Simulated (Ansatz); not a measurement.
Re (hcp, Mg type)

```
CELL_PARAMETERS angstrom
      2.75094     0.00000     0.00000
     -1.37547     2.38238     0.00000
      0.00000     0.00000     4.44156
ATOMIC_POSITIONS crystal
  Re 0.33333 0.66667 0.75000
  Re 0.66667 0.33333 0.25000
```

The slice is a (-1 1 0 2) plane (indices of the conventional cell) through the point (0.333, 0.667, 0.750) (fractional), spanned by u = [110] and v = [1 -1 1] in vectors of this cell: u (2.75 Å) and v (6.51 Å, at 90° to u). It covers one period; positions are fractions (u, v).

All values below come from PBEsol (plane waves to 420 eV, PAW, scalar-relativistic; Ansatz, a program for electronic structure). k mesh 19×19×11. Inside the PAW spheres the values are not all-electron values, and peaks at nuclei hang on which shells count as valence. Re is run without spin polarisation. Re was relaxed with its symmetry unable to fall. Spin-orbit coupling is left out, though Re is heavy. The PAW data are Ansatz's earlier set.

### Question
What is the valence density on the shortest Re–Re line in this plane (2.75 Å), at its midpoint?

### Answer
0.43 e/Å³.

### Question
What is the ELF at the midpoint of the shortest Re–Re line in this plane (2.75 Å)?

### Answer
0.38.

### Question
Predict the map of the valence electron density on the slice.

### Answer
```
|9999998855332211223355889999|
|9999887744221111112244778899|
|8877665533221111112233556677|
|5555443322111111111122334455|
|3322222211111111111111222222|
|1111111111111111111111111111|
|0000001111111111111111110000|
|0000000011112222221111000000|
|0000000011222222222211000000|
|0000000011222222222211000000|
|0000001111222222222211110000|
|0000001111112222221111110000|
|1111111111111111111111111111|
|2222221111111111111111112222|
|3333332211111111111111223333|
|6655443322111111111122334455|
|7777664433221111112233446677|
|8888775533221111112233557788|
|8888776633221111112233667788|
|8888775533221111112233557788|
|7777664422111111111122446677|
|5555443322111100111122334455|
|3333222211000000000011222233|
|2222111100000000000000111122|
|1111111100000000000000111111|
|2222111100000000000000111122|
|3333221111000000000011112233|
|5555443322110000001122334455|
|8877665533111111111133556677|
|9999887744221111112244778899|
|9999998855332211223355889999|
|9999998866332211223366889999|
```
Scale: ten equal steps from -0.65 (start of '0') to 0.85 (end of '9'), in the order '0123456789'. Values: log₁₀ of the valence density in e/Å³. The map has 14 points along u (two characters each, u = 0 at the left) and 32 along v (v = 0 in the bottom row). The scale is logarithmic, as a density can span decades between atoms and voids.
